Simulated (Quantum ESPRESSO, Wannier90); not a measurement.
**CaSe (rock salt), plane waves to Wannier functions**

```
CaSe
1.0
    0.00000     2.97024     2.97024
    2.97024     0.00000     2.97024
    2.97024     2.97024     0.00000
Ca Se
1 1
Direct
  0.00000   0.00000   0.00000
  0.50000   0.50000   0.50000
```

Cell from Materials Project (mp-1415), symmetrised, no further relaxation. COD (Crystallography Open Database) has an entry of this formula and space group (matched by these alone). Level: PBEsol, no spin polarisation, no spin-orbit coupling; pw.x of Quantum ESPRESSO at 69 Ry with PseudoDojo potentials, 10×10×10 k-points, Wannier90. Density: 10×10×10 mesh, cold smearing 0.01 Ry. Spin-orbit coupling, left out, would split the p-like bands by a few tenths of an eV.

The plane-wave run has 27 bands and 26 electrons a cell. On the energy scale of pw.x, whose zero is arbitrary, the valence-band maximum lies at 7.14 eV.

Isolated groups of bands, relative to the valence-band maximum (bands from 14 on overlap up to the last one computed):

```tsv
bands	from (eV)	to (eV)	filling	weight on atomic waves
1–5	-46.00	-45.98	filled	Se 3d 100 %
6	-39.61	-39.60	filled	Ca 3s 99 %
7–9	-20.78	-20.67	filled	Ca 3p 99 %
10	-11.78	-11.11	filled	Se 4s 90 %, Ca 4s 9 %
11–13	-3.28	0.00	filled	Se 4p 89 %, Ca 4s 5 %
```

Input w.win, without the blocks of cell, atoms and k-points (1000 lines):

```
num_bands = 18
num_wann = 11
exclude_bands = 1-9
num_iter = 800
conv_tol = 1.0e-6
conv_window = 4
dis_num_iter = 1000
dis_conv_tol = 1.0e-6
dis_froz_max = 10.61
write_hr = true
write_u_matrices = true
begin projections
Ca: s;d
Se: s;p
end projections
mp_grid = 10 10 10
```

Q: Check the input against the numbers above: what is wrong, and how is it mended?

A: wannier90.x -pp stops with:
```
w90_readwrite_get_projections: too few projection functions defined
```
The projections block defines fewer trial orbitals than num_wann. Mended as below, all else unchanged, the run goes through (Ω_I = 16.6 Å²) and follows the plane-wave bands to 2.2 meV rms (states up to 3.0 eV relative to the valence-band maximum).
```
num_wann = 10
```
